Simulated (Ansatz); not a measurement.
Cs$_{2}$SnI$_{6}$ in space group Fm-3m (No. 225; Cs on 8c, Sn on 4a, I on 24e), plane-wave PAW PBEsol (Ansatz code), all energies at zero smearing, with the estimated change up to a 700 eV cutoff added, with one set of potentials and settings (totals compare only within such a set). Cell of 9 atoms (2 Cs, 1 Sn, 6 I): -61723.353 eV.

| element | reference phase | E (eV/atom) |
|---|---|---|
| Cs | P6_3/mmc, 2 atoms in the cell | -5585.7977 |
| Sn | I4_1/amd, 2 atoms in the cell | -5949.7830 |
| I | Cmce, 4 atoms in the cell | -7432.2899 |

Formation energy per atom, worked out: (-61723.353 − 2×(-5585.7977) − 1×(-5949.7830) − 6×(-7432.2899))/9 = -0.915 eV/atom (-88 kJ per mol of atoms), at 0 K, without zero-point energy or fitted corrections.

Symmetry was held in the PBEsol relaxation. The references are the lowest solids computed at this level, not always the standard phases. Spin–orbit coupling is left out wherever it is not named.

Potentials: the later of the program's two PAW sets.
